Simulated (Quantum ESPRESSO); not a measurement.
```xyz
12
Lattice="3.5514 -5.1870 0.0000 3.5514 5.1870 0.0000 -3.5215 0.0000 3.6059" Properties=species:S:1:pos:R:3 pbc="T T T"
Li     0.9103     3.9428     2.7044
Li     2.6710    -3.9428     0.9015
F      1.0841    -3.0511     1.3266
F      2.4973     3.0511     2.2792
F      4.2580    -3.0511     0.4763
F     -0.6767     3.0511     3.1296
F      4.0533    -0.4483     1.0615
F     -0.4720     0.4483     2.5444
F      1.2887    -0.4483     0.7414
F      2.2926     0.4483     2.8645
Lu     2.6710     1.3058     0.9015
Lu     0.9103    -1.3058     2.7044
```

The geometry is that of Materials Project entry mp-561430, symmetrised and not relaxed again.

Question: What does norm-conserving PBEsol (Quantum ESPRESSO, 100 Ry, no spin-orbit coupling) give for the electronic structure near the Fermi level?

Answer: The PBEsol gap is indirect, 7.33 eV, from Y to Γ; the smallest direct gap is 7.37 eV. Another valence extremum on the path lies within 0.02 eV, too close to call. The 4f states are in the valence at their DFT position.

The structure is a Materials Project entry; no match was found in the copy of COD used, and its stability was not checked.
